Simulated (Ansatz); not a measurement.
# Equation of state of nickel, dhcp

The calculation used DFT, r2SCAN, plane waves (500 eV) with PAW, scalar-relativistic (Ansatz 0.2.0). (PAW data from PBE, frozen cores regenerated.)

The cell is scaled uniformly from the relaxed one, with fractional coordinates and shape fixed. Energies are extrapolated to zero smearing, pressures are those at the given smearing. Magnetic state: ferromagnetic.

```json
{"V (Å³/atom)": "9.284", "E − E₀ (meV/atom)": "130.7", "P (GPa)": "37.32", "sphere moment (μB)": "0.73"}
{"V (Å³/atom)": "9.706", "E − E₀ (meV/atom)": "53.4", "P (GPa)": "21.93", "sphere moment (μB)": "0.78"}
{"V (Å³/atom)": "10.128", "E − E₀ (meV/atom)": "12.5", "P (GPa)": "9.61", "sphere moment (μB)": "0.80"}
{"V (Å³/atom)": "10.550", "E − E₀ (meV/atom)": "0.5", "P (GPa)": "-0.02", "sphere moment (μB)": "0.82"}
{"V (Å³/atom)": "10.972", "E − E₀ (meV/atom)": "9.1", "P (GPa)": "-7.05", "sphere moment (μB)": "0.86"}
{"V (Å³/atom)": "11.394", "E − E₀ (meV/atom)": "35.0", "P (GPa)": "-12.88", "sphere moment (μB)": "0.89"}
{"V (Å³/atom)": "11.816", "E − E₀ (meV/atom)": "74.8", "P (GPa)": "-17.56", "sphere moment (μB)": "0.92"}
```

Problem. Fit a third-order Birch-Murnaghan equation.

Solution. V₀ = 10.57 Å³/atom, B₀ = 205 GPa, B₀′ = 5.3.
